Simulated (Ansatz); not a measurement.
CdGaO₃:
```
CELL_PARAMETERS angstrom
      3.44209     0.00000     0.00000
      0.00000     3.44209     0.00000
      0.00000     0.00000     5.07651
ATOMIC_POSITIONS crystal
  Ga 0.50000 0.50000 0.62621
  Cd 0.00000 0.00000 0.14154
  O  0.00000 0.50000 0.46933
  O  0.50000 0.00000 0.46933
  O  0.50000 0.50000 0.98379
```

Relaxed with r²SCAN+D4.

Q: Map the electron localisation function on the plane through (0.500, 0.500, 0.626) spanned by u = [0, 0, 1] and v = [1, 1, 0] in lattice vectors, from plane-wave PAW r²SCAN+D4 (Ansatz code).

A: x is the fraction of u, y of v (the angle between them is 90°; rows are the nearest grid lines); atoms in the plane: Ga at (0.00, 0.00), Cd at (0.52, 0.50), O at (0.36, 0.00).
```
y \ x   0.000  0.0800  0.200  0.280  0.360  0.440  0.560  0.640  0.720  0.800  0.920   1.00
------  -----  ------  -----  -----  -----  -----  -----  -----  -----  -----  -----  -----
1.00    0.071   0.022  0.637  0.690  0.268  0.784  0.534  0.030  0.030  0.121  0.020  0.071
0.917   0.022   0.089  0.561  0.787  0.744  0.839  0.381  0.023  0.036  0.095  0.080  0.022
0.833   0.165   0.174  0.381  0.678  0.767  0.667  0.087  0.027  0.046  0.087  0.137  0.165
0.750   0.102   0.090  0.135  0.220  0.151  0.075  0.079  0.054  0.057  0.079  0.105  0.102
0.708   0.080   0.059  0.066  0.083  0.073  0.123  0.184  0.089  0.060  0.077  0.084  0.080
0.625   0.040   0.023  0.033  0.089  0.235  0.374  0.418  0.282  0.076  0.062  0.051  0.040
0.542   0.016   0.011  0.043  0.151  0.343  0.643  0.836  0.403  0.159  0.046  0.023  0.016
0.458   0.016   0.011  0.043  0.151  0.343  0.643  0.836  0.403  0.159  0.046  0.023  0.016
0.375   0.040   0.023  0.033  0.089  0.235  0.374  0.418  0.282  0.076  0.062  0.051  0.040
0.292   0.080   0.059  0.066  0.083  0.073  0.123  0.184  0.089  0.060  0.077  0.084  0.080
0.250   0.102   0.090  0.135  0.220  0.151  0.075  0.079  0.054  0.057  0.079  0.105  0.102
0.167   0.165   0.174  0.381  0.678  0.767  0.667  0.087  0.027  0.046  0.087  0.137  0.165
0.0833  0.022   0.089  0.561  0.787  0.744  0.839  0.381  0.023  0.036  0.095  0.080  0.022
0.000   0.071   0.022  0.637  0.690  0.268  0.784  0.534  0.030  0.030  0.121  0.020  0.071
```

The density is the valence pseudo-density with augmentation charge, so density and ELF within about 1 Å of a nucleus are not all-electron values.

Space group P4mm. The start of the workflow was typed in or built on a structure type; neither database checked (COD, Materials Project) lists it. Whether it is the stable phase at ambient conditions was not checked. The r²SCAN+D4 relaxation kept the symmetry of its start; its stability against distortions is not shown here.

Potentials: the earlier of the program's two PAW sets.
